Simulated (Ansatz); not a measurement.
The cell is the one relaxed in the Materials Project (mp-3465), not relaxed further here; entries there can be hypothetical.

Input and log of a run on LaB₂Rh₃: DFT, r2SCAN, all-electron PAW with datasets made for the crystal, scalar-relativistic (Ansatz 0.2.0).

Command: `ansatz run input.yaml --threads 2 --pin off --max-ram 6144MiB --backend cpu --events-out ev --progress --plain --runs-dir out` The run took 73 s on 2 threads of Arm Neoverse V1, on a shared host.

```yaml
crystal:
  lattice:
    - [5.4761984907, 0.0, 0.0]
    - [-2.7380992454, 4.7425270091, 0.0]
    - [0.0, 0.0, 3.15612487]
  atoms:
    - { symbol: La, position: [0.0, 0.0, 0.0] }
    - { symbol: B, position: [0.3333333333, 0.6666666667, 0.0] }
    - { symbol: B, position: [0.6666666667, 0.3333333333, 0.0] }
    - { symbol: Rh, position: [0.5, 0.0, 0.5] }
    - { symbol: Rh, position: [0.5, 0.5, 0.5] }
    - { symbol: Rh, position: [0.0, 0.5, 0.5] }
kpoints:
  mp_grid: { grid: [7, 7, 10] }
  band_path:
    path:
      - [0.0, 0.0, 0.0]
      - [0.5, 0.0, 0.0]
      - [0.3333333333, 0.3333333333, 0.0]
      - [0.0, 0.0, 0.0]
      - [0.0, 0.0, 0.5]
      - [0.5, 0.0, 0.5]
      - [0.3333333333, 0.3333333333, 0.5]
      - [0.0, 0.0, 0.5]
      - [0.5, 0.0, 0.5]
    npoints: 8
scf:
  occupations: { method: fermi_dirac, width: 0.03 }
hamiltonian:
  xc: r2scan
  pseudopotentials: { kind: all_electron, datasets: crystal }
output:
  forces: true
  stress: true
  eigenvalues: true
  efg: { contact_densities: true }
```

Output:

```
hamiltonian.pseudopotentials.datasets: crystal makes datasets for this crystal and solves the spheres of its atoms anew in each pass: cutoff 300.0 eV, the density's 2100.0 eV; for an error of 0.50 meV an atom under PBE, 3.0 meV for the cell; an energy difference from a run of another recipe may be off by several times the error for the cell, under r2SCAN by more, where some 0.1 meV an atom stays at smaller errors; B in spheres of 0.910 Å, 3 of its electrons in bands; Rh in spheres of 1.318 Å, 17 of its electrons in bands; La in spheres of 1.376 Å, 11 of its electrons in bands
band count auto-derived: 56 (N_el = 68.0; filled up to band 34; 41 by the electrons, moments and atoms)
Rh, La: output.efg is read without spin–orbit coupling, which moves field gradients at and beside such atoms by some per cent and up to a factor of two; PAW files take it under magnetization.noncollinear and magnetization.spin_orbit
Engine: ansatz 0.2.0
Pseudopotentials: kind: all_electron
Pseudopotential: La, paw, valence charge 11, recommended cutoff 300 eV (normal), Koelling and Harmon's equation, gaussian nucleus
Pseudopotential: B, paw, valence charge 3, recommended cutoff 300 eV (normal), Koelling and Harmon's equation, gaussian nucleus
Pseudopotential: Rh, paw, valence charge 17, recommended cutoff 300 eV (normal), Koelling and Harmon's equation, gaussian nucleus
Functional definition: r2SCAN
  parameter k0 = 0.174
  parameter k1 = 0.065
  parameter a1 = 4.9479
  exchange = r2scan_x(k0 = k0, k1 = k1, a1 = a1)
  correlation = r2scan_c
Crystal: 6 atoms, lattice volume = 81.968 Å³
Basis set: ecut = 300 eV, 939 PW (Γ), exchange–correlation on 135×135×72 points (27 copies of the dense FFT grid, shifted against one another)
Bands: 56, of which v1, the nominal top of the filled ones, is band 34 counted from 1 (33 counted from 0)
Symmetry: 24 space group operations
Space group: P6/mmm (ITA 191), of the structure as read, at distance tolerance 4.3e-5 Å
k-points: 48 of 490
Non-local potential: La, projectors of the file, l = 0: 2, l = 1: 2, l = 2: 1, l = 3: 2
Non-local potential: B, projectors of the file, l = 0: 1, l = 1: 1
Non-local potential: Rh, projectors of the file, l = 0: 2, l = 1: 2, l = 2: 2
PAW form: soft (Blöchl's): semilocal exchange-correlation on the pseudo side does not see the compensation charge
PAW one-centre angular grid: La, 590 points (default); XC on its mesh's 1849 points in the sphere
PAW one-centre angular grid: B, 302 points (default); XC on its mesh's 1945 points in the sphere
PAW one-centre angular grid: Rh, 590 points (default); XC on its mesh's 1865 points in the sphere
Initial density: superposition of atomic densities (neutral atoms: chi_scale 0, normalization atom)
Initial wavefunctions: pseudopotential atomic-orbital guess
Functional: x = r2scan, c = r2scan; τ floored in thin density (d = 2e-4 eV/Å³)
iter 1 solved again at ethr=3.07e-2 eV; its pass at ethr=1.00e-1 eV (dr2=2.09e1 eV) is discarded
SCF iter   1: F=—  HF=-623115.465266 eV  |F-HF|=—  |Δ(HF+E_count)|=         —  Δρ=1.46e-1  dr2=2.20e1  dr2_τ=2.70e-1  ethr=3.07e-2  ⟨swp⟩=2.0  Hψ=14330  notcnv=0
preconditioner: auto → Kerker (q_TF=auto, 2.645 Å⁻¹)  [metal: Δε(μ)=0.039 eV  Ē_g=10.701 eV  σ=0.030 eV  W_gap=0.30  n_scr=26 (ndim 8)  ℏωp=26.6 eV  f_vac=0.000  D(μ)=2.26/eV (n_scr^D=8)]
iter 2 solved again at ethr=9.84e-4 eV; its pass at ethr=3.07e-2 eV (dr2=6.69e-1 eV) is discarded
SCF iter   2: F=—  HF=-623112.373268 eV  |F-HF|=—  |Δ(HF+E_count)|=    3.09e0  Δρ=2.38e-2  dr2=6.67e-1  dr2_τ=1.47e-1  ethr=9.84e-4  ⟨swp⟩=3.8  Hψ=11028  notcnv=0  defer=5
SCF iter   3: F=—  HF=-623112.489308 eV  |F-HF|=—  |Δ(HF+E_count)|=   1.16e-1  Δρ=1.34e-2  dr2=2.29e-1  dr2_τ=1.24e-3  ethr=9.81e-4  ⟨swp⟩=3.2  Hψ=5684  notcnv=0  defer=2
SCF iter   4: F=—  HF=-623112.707951 eV  |F-HF|=—  |Δ(HF+E_count)|=   2.19e-1  Δρ=6.32e-3  dr2=6.21e-2  dr2_τ=1.43e-3  ethr=3.37e-4  ⟨swp⟩=3.3  Hψ=7393  notcnv=0  defer=1
SCF iter   5: F=—  HF=-623112.730510 eV  |F-HF|=—  |Δ(HF+E_count)|=   2.26e-2  Δρ=1.32e-2  dr2=1.69e-1  dr2_τ=2.31e-3  ethr=9.14e-5  ⟨swp⟩=3.2  Hψ=6290  notcnv=0  defer=1
SCF iter   6: F=—  HF=-623112.699796 eV  |F-HF|=—  |Δ(HF+E_count)|=   3.07e-2  Δρ=1.27e-3  dr2=1.20e-3  dr2_τ=1.40e-4  ethr=9.14e-5  ⟨swp⟩=3.1  Hψ=6077  notcnv=0  defer=1
SCF iter   7: F=—  HF=-623112.713286 eV  |F-HF|=—  |Δ(HF+E_count)|=   1.35e-2  Δρ=1.27e-3  dr2=1.38e-3  dr2_τ=1.22e-4  ethr=1.76e-6  ⟨swp⟩=3.0  Hψ=6597  notcnv=0  defer=1
SCF iter   8: F=—  HF=-623112.713329 eV  |F-HF|=—  |Δ(HF+E_count)|=   4.33e-5  Δρ=2.31e-4  dr2=4.70e-5  dr2_τ=1.41e-6  ethr=1.76e-6  ⟨swp⟩=2.2  Hψ=4363  notcnv=0  defer=1
SCF iter   9: F=—  HF=-623112.712687 eV  |F-HF|=—  |Δ(HF+E_count)|=   6.42e-4  Δρ=1.83e-4  dr2=3.55e-5  dr2_τ=1.30e-6  ethr=6.91e-8  ⟨swp⟩=3.0  Hψ=6292  notcnv=0  defer=1
SCF iter  10: F=—  HF=-623112.712687 eV  |F-HF|=—  |Δ(HF+E_count)|=   3.63e-7  Δρ=7.24e-5  dr2=4.98e-6  dr2_τ=9.87e-8  ethr=5.22e-8  ⟨swp⟩=2.0  Hψ=4344  notcnv=0  defer=1
SCF iter  11: F=—  HF=-623112.712687 eV  |F-HF|=—  |Δ(HF+E_count)|=   3.95e-8  Δρ=2.60e-5  dr2=6.21e-7  dr2_τ=1.14e-9  ethr=7.33e-9  ⟨swp⟩=2.0  Hψ=4341  notcnv=0  defer=1
SCF iter  12: F=-623112.712687 eV  HF=-623112.712687 eV  |F-HF|=1.50e-8  |Δ(HF+E_count)|=   4.25e-8  Δρ=4.66e-6  dr2=3.86e-8  dr2_τ=4.14e-10  ethr=9.13e-10  ⟨swp⟩=2.5  Hψ=4379  notcnv=0  defer=1
SCF 1 converged in 12 iterations: F = -623112.712689 eV  dr2 = 3.86e-8
  Residual-converged pass: ⟨swp⟩=4.0  Hψ=6052  notcnv=0  max |occ|·‖R‖ = 6.4e-6 eV (tolerance 6.7e-6 eV)  dr2=3.98e-8  dr2_τ=5.22e-10  dr2_onsite=5.54e-8  max |Δocc| = 2.2e-9
  greatest PAW one-centre occupation: 0.993 electrons in one spin orbital (limit 2), on the Rh atom at site 3 (counted from 0), in its partial waves of l = 1
NSCF: frozen V_eff on 65 k-points
SCF converged after 12 iterations
Free energy (F): -623112.712689 eV
Harris-Foulkes:  -623112.712689 eV  (|F-HF|=1.50e-8)
Internal energy: -623112.707225 eV  (E = F + TS)
E sigma→0 (E₀):  -623112.709957 eV
Entropy (-TS):   -0.005464 eV (-0.911 meV/atom)
Past the cutoff: the bands carry plane waves up to 2.50 times it, of which those up to 1.5 times it add -0.001037 eV an atom, each by itself; the spheres take 0.000587 eV an atom off the energy for waves past 2.50 times it
Past the cutoffs: a stress includes 0.0076 GPa for waves and charges beyond them, in addition to the slope of what the spheres take
In the spheres:  the bands' charges fall short by 1.6e-6 e at most (sound up to 1e-3)
Fermi energy:    20.654680 eV
--- Per-component energies (eV) ---
  The terms above E_closure are by the made datasets' own strengths, without shells solved beside the bands.
--- Forces (eV/Å), atoms counted from 1 ---
  atom   1  La     0.00000000     0.00000000     0.00000000
  atom   2  B      0.00000000     0.00000000     0.00000000
  atom   3  B      0.00000000    -0.00000000     0.00000000
  atom   4  Rh     0.00000000     0.00000000     0.00000000
  atom   5  Rh     0.00000000     0.00000000     0.00000000
  atom   6  Rh     0.00000000     0.00000000     0.00000000
  max |Σ_I F_I| component: 1.85e-17 eV/Å
--- Stress (GPa, compression-positive) ---
       -0.093341       0.000000       0.000000
       -0.000000      -0.093341       0.000000
        0.000000       0.000000      -0.595615
  P = ⅓ Tr σ = -0.2608 GPa (-2.608 kbar)
--- PAW observables at the nuclei: V_zz in 10²¹ V/m², potentials from the cell's mean, atoms counted from 1 ---
  atom   1  La V_zz =   +33.834626   η = 0.0000   by run symmetry: allowed
            electrostatic potential = -9883.285500 V   contact ρ = 2242709.290254 e/Å³
  atom   2  B  V_zz =    -0.331623   η = 0.0000   by run symmetry: allowed
            electrostatic potential = -335.633593 V   contact ρ = 486.056834 e/Å³
  atom   3  B  V_zz =    -0.331623   η = 0.0000   by run symmetry: allowed
            electrostatic potential = -335.633593 V   contact ρ = 486.056834 e/Å³
  atom   4  Rh V_zz =    -5.276989   η = 0.0303   by run symmetry: allowed
            electrostatic potential = -7026.403843 V   contact ρ = 788638.440524 e/Å³
  atom   5  Rh V_zz =    -5.276989   η = 0.0303   by run symmetry: allowed
            electrostatic potential = -7026.403843 V   contact ρ = 788638.440524 e/Å³
  atom   6  Rh V_zz =    -5.276989   η = 0.0303   by run symmetry: allowed
            electrostatic potential = -7026.403843 V   contact ρ = 788638.440524 e/Å³
--- Band table (eV; the first three rows and the last of 48) ---
  k-point 0: bands = ["-60.2868", "-60.2355", "-60.2355", "-27.8199", "-27.4606", "-27.4606", "-27.3710", "-27.3112", "-27.3112", "-27.1765", "-27.1765", "-27.0684", "-12.8932", "3.7617", "3.7617", "4.9931", "9.7891", "14.1511", "14.2077", "14.2077", "14.8204", "15.3209", "16.1483", "16.4855", "16.4855", "17.7231", "17.7231", "18.8036", "18.8036", "19.4181", "19.4181", "19.5770", "20.7068", "20.7068", "21.2196", "21.5002", "21.9306", "22.9013", "22.9013", "22.9978", "22.9978", "23.7170", "23.8816", "23.8816", "23.9469", "24.1583", "27.5174", "27.5174", "28.0861", "28.0861"]
  k-point 1: bands = ["-60.2863", "-60.2350", "-60.2350", "-27.8188", "-27.4597", "-27.4597", "-27.3798", "-27.3192", "-27.3192", "-27.1758", "-27.1758", "-27.0678", "-12.8540", "3.7940", "3.7940", "4.6603", "9.9559", "13.4415", "14.3905", "14.3905", "15.2792", "15.6184", "16.3666", "16.5625", "16.5625", "17.4114", "17.4114", "18.8313", "18.8313", "19.2136", "19.2136", "19.4780", "21.1059", "21.1059", "21.2229", "21.6538", "21.9038", "22.7972", "22.7972", "22.9859", "22.9859", "23.7651", "23.8703", "23.8703", "23.9498", "24.2680", "26.3658", "26.3658", "27.9990", "27.9990"]
  k-point 2: bands = ["-60.2850", "-60.2338", "-60.2338", "-27.8161", "-27.4572", "-27.4572", "-27.4027", "-27.3402", "-27.3402", "-27.1740", "-27.1740", "-27.0663", "-12.7491", "3.8714", "3.8800", "3.8800", "10.4366", "12.6284", "14.8963", "14.8963", "15.1109", "16.6785", "16.7881", "16.7881", "16.7973", "16.7973", "16.8111", "18.9051", "18.9051", "18.9234", "18.9234", "19.2355", "21.1163", "21.2314", "21.2356", "21.2356", "22.4547", "22.4547", "22.7317", "23.2799", "23.2799", "23.8415", "23.8415", "23.8767", "23.9543", "24.7985", "25.7339", "25.7339", "27.7585", "27.7585"]
  k-point 47: bands = ["-60.2608", "-60.2513", "-60.2305", "-27.6445", "-27.5691", "-27.4348", "-27.4224", "-27.3951", "-27.3884", "-27.2349", "-27.1558", "-27.1263", "-12.4594", "2.2188", "4.1384", "4.1404", "12.1076", "12.5430", "14.4055", "15.2558", "15.6013", "16.2855", "16.4010", "16.5646", "16.8390", "17.0841", "17.0866", "18.3912", "18.9717", "19.0612", "19.1983", "19.2642", "20.0612", "20.1116", "20.2067", "20.6530", "22.6241", "22.9895", "23.4140", "23.7638", "24.0981", "24.1289", "24.1581", "24.2148", "24.4780", "25.4210", "25.5213", "25.5277", "26.9148", "27.5817"]
```
